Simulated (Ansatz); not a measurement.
With the program Ansatz at the LDA level (PAW), VBiO4 in the tetragonal phase (I4_1/a; V on 4b, Bi on 4a, O on 16f) relaxes to a = 5.063 Å, c = 11.431 Å. V has 4 nearest neighbours from 1.71 Å (tetrahedral). Against the elements it lies at -2.06 eV/atom, with no fitted shifts.

It is gapped at this level: 2.02 eV (indirect). The electron mass is 0.50, 1.2, 5.5 mₑ (principal values). The hole mass is 0.57, 1.6, 3.6 mₑ (principal values).

An equation-of-state fit gives a bulk modulus of 147 GPa. Perturbation theory gives ε∞ = 7.74 (xx = yy), 6.50 (zz). Letting the ions move raises it to ε0 = 42.6 (xx = yy), 43.2 (zz). Born charges are V +5.10, Bi +5.82, O -2.73 e. The phonon dispersion is stable (no imaginary branch). Without the LO–TO term the highest mode at Γ lies at 824 cm^-1.

The cell was relaxed with LDA under the symmetry of its start. The run is not spin-polarised. No Hubbard U is applied. The references are the lowest solids computed at this level, not always the standard phases (solids in place of the gases). Scalar-relativistic: spin–orbit coupling is off unless named, which matters more the heavier the elements.

Potentials: the later of the program's two PAW sets.
